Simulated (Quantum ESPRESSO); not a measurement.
# Moving one atom in Mg3S2ClF

These are calculations, not measurements. They come from pw.x of Quantum ESPRESSO 7.5, a plane-wave density functional program, with PseudoDojo standard norm-conserving files (v0.5 for PBE, v0.4.1 for LDA and PBEsol). The cells are made up: elements, strain and atom displacements were drawn at random, and nothing was relaxed. There is no spin polarisation, spin-orbit coupling or dispersion term.

The cell has 8 sites of a wurtzite lattice (rectangular cell). Sites 1 to 4 hold Mg Mg Mg empty; sites 5 to 8 hold S Cl F S. Cell vectors in Å: (3.759, -0.015, 0.028); (-0.025, 6.339, -0.032); (0.046, -0.030, 5.979). Settings: PBE, cutoff 1143 eV, 5 x 4 x 4 k mesh shifted by half a step, Fermi-Dirac smearing of 0.025 eV.

Each run shifts the Mg atom on site 3 along z and leaves all else fixed. Site 7 is one of its nearest neighbours. E is the free energy of the cell above the lowest run shown. The last column is band 29 less band 28 at Gamma, from a band step after each run.

| run | shift (Å) | Fz on site 3 (eV/Å) | Fz on site 7 (eV/Å) | P (GPa) | E (meV) | level step at Gamma (eV) |
| --- | --- | --- | --- | --- | --- | --- |
| 1 | -0.0714 | 0.801 | -0.263 | 10.04 | 60.4 | 2.332 |
| 2 | -0.0273 | 0.585 | -0.295 | 9.75 | 29.5 | 2.243 |
| 4 | -0.0010 | 0.435 | -0.304 | 9.59 | 16.1 | 2.181 |
| 5 | 0.0065 | 0.393 | -0.305 | 9.54 | 13.0 | 2.164 |
| 6 | 0.0257 | 0.284 | -0.307 | 9.44 | 6.4 | 2.117 |
| 7 | 0.0745 | -0.036 | -0.285 | 9.18 | 0.0 | 1.997 |
| 3 | -0.0111 | ? | ? | ? | ? | ? |

A rerun of one of these cells at 1437 eV and k mesh 7 x 6 x 6 moved values by no more than 0.002 eV in the cell's energy, 0.04 GPa in stress and 0.007 eV/Å in force.

## Worked fit

A parabola through the six runs shown gives Fz on site 3 = 0.432 - 5.71 u - 7.6 u² eV/Å, with u in Å and a scatter of 0.004 eV/Å. Minus the slope, 5.71 ± 0.03 eV/Å², is this atom's force constant along z at u = 0, with its periodic images moving too. The fitted force vanishes at u = 0.069 Å, where the energy should be lowest along this line. The error is the larger of the fit's own and the change that a cubic makes, rounded up.

## Withheld run

Question: what Fz on site 3 should run 3 give?

The fit gives 0.494 eV/Å. The calculation gave 0.493 eV/Å.

| run | shift (Å) | Fz on site 3 (eV/Å) | Fz on site 7 (eV/Å) | P (GPa) | E (meV) | level step at Gamma (eV) |
| --- | --- | --- | --- | --- | --- | --- |
| 3 | -0.0111 | 0.493 | -0.301 | 9.65 | 20.8 | 2.205 |